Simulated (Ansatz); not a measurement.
AlSiTe3:
Space group P-31m (No. 162); a = b = 6.8626 Å, c = 7.2069 Å, α = β = 90.00°, γ = 120.00°

```json
[
 {"atom": "Al", "site": "2d", "symmetry": "3.2", "x": "0.3333", "y": "0.6667", "z": "0.5000"},
 {"atom": "Si", "site": "2e", "symmetry": "3.m", "x": "0.0000", "y": "0.0000", "z": "0.3418"},
 {"atom": "Te", "site": "6k", "symmetry": "..m", "x": "0.3541", "y": "0.3541", "z": "0.7452"}
]
```

Relaxed with r²SCAN+D4. r²SCAN+D4 (plane waves, PAW; program Ansatz) gives a gap of 1.44 eV.

### Question
What gap does HSE06 give on the same cell (Ansatz, PAW)?

### Answer
1.72 eV, 0.28 eV more. The hybrid was solved on a coarser mesh and at special points; its gap is the smallest among all of these.

Cost on shared cores: the r²SCAN+D4 run (SCF on a 5×5×4 mesh, then bands and DOS) around 11 core-minutes (rough), the HSE06 run (SCF on 3×3×3, then a few points) very roughly 7 core-minutes; the tasks are unlike.

The workflow started from a Materials Project entry (that database holds measured and hypothetical structures alike); the Crystallography Open Database copy checked does not list it. Whether it is the stable phase at ambient conditions was not checked. The cell was relaxed with r²SCAN+D4 under the symmetry of its start; its stability against distortions is not shown here. Spin–orbit coupling is left out wherever it is not named.

Potentials: the later of the program's two PAW sets.
